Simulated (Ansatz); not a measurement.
Co3Sn2S2:
```xyz
7
Lattice="2.6806 1.5477 4.3373 -2.6806 1.5477 4.3373 0.0000 -3.0953 4.3373" Properties=species:S:1:pos:R:3 pbc="T T T"
Co     0.0000    -1.5477     2.1687
Co     1.3403     0.7738     2.1687
Co    -1.3403     0.7738     2.1687
S      0.0000     0.0000     3.6494
S      0.0000     0.0000     9.3627
Sn     0.0000     0.0000     6.5060
Sn     0.0000     0.0000     0.0000
```
The run is spin-polarised; directions of the spins, atom by atom: ↑ ↑ ↑ 0 0 0 0.

Relaxed with r²SCAN.

Question: Give the Bader charges and basin volumes of the independent atoms, the program Ansatz at the r²SCAN level (PAW).

Answer: 

```csv
atom,Bader charge (e),Bader volume (Å³)
Co1,+0.08,11.5
S4,-0.78,18.1
Sn6,+0.64,18.5
Sn7,+0.67,18.6
```

Space group R-3m. The workflow started from an entry of the Crystallography Open Database (COD). Its standing as an ambient phase is unchecked. The cell was relaxed with r²SCAN under the symmetry of its start; whether a distortion lowers the energy is not shown. Spin order of the final state: ferromagnetic, the only order run, not a proven ground state. Other orbital occupations within this spin state were not tried. No Hubbard U is applied. Scalar-relativistic: spin–orbit coupling is off unless named, which matters more the heavier the elements.

Potentials: the later of the program's two PAW sets.
